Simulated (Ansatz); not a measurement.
A geometry of Zr away from equilibrium: step 2 of the relaxation of a relaxed Zr cell, doubled along one cell vector, shaken by Gaussian noise of σ = 0.08 Å a coordinate. Level of theory: r2SCAN (plane waves to 500 eV, PAW, scalar-relativistic; Ansatz, a first-principles code). Γ-centred k-mesh 12×6×3 on the run's cell (coarser than for final values), Fermi–Dirac smearing 0.05 eV.

```xyz
8
Lattice="3.2413 -0.0012 -0.0028 -3.2435 5.5782 0.0004 -0.0090 -0.0044 10.4125" Properties=species:S:1:pos:R:3:forces:R:3 pbc="T T T" free_energy=-33559.745 pressure_GPa=0.2
Zr     0.0257    -0.0353     0.0660   -0.0315    0.1115   -0.3816
Zr     1.6330     2.7667     0.0268    0.0440   -0.0574    0.0241
Zr    -0.0577     0.0782     5.1646    0.0563   -0.0521    0.2944
Zr     1.5589     2.8706     5.2160    0.0667   -0.0535   -0.0496
Zr     0.0263     1.9123     2.6006   -0.0714   -0.0390    0.0948
Zr    -1.6106     4.6794     2.5966    0.0141    0.0364    0.1230
Zr     1.6571     0.9353     7.8197   -0.0310   -0.2652   -0.0054
Zr     0.0400     3.6527     7.8477   -0.0472    0.3194   -0.0996
```

Positions in Å, forces in eV/Å, free energy of the cell in eV (comparable only within this code, potentials and settings). Largest force: 0.40 eV/Å, on Zr1 (atoms numbered as listed); the geometry lies 0.01 eV/atom above the end of its relaxation.

No spin polarisation in the result.

The end of the path is a generated cell of Zr: the first start was made by placing the elements on the sites of a structure type, and the end was not matched to a known phase here, so it may be hypothetical. A known form of Zr has the same space group but another cell.
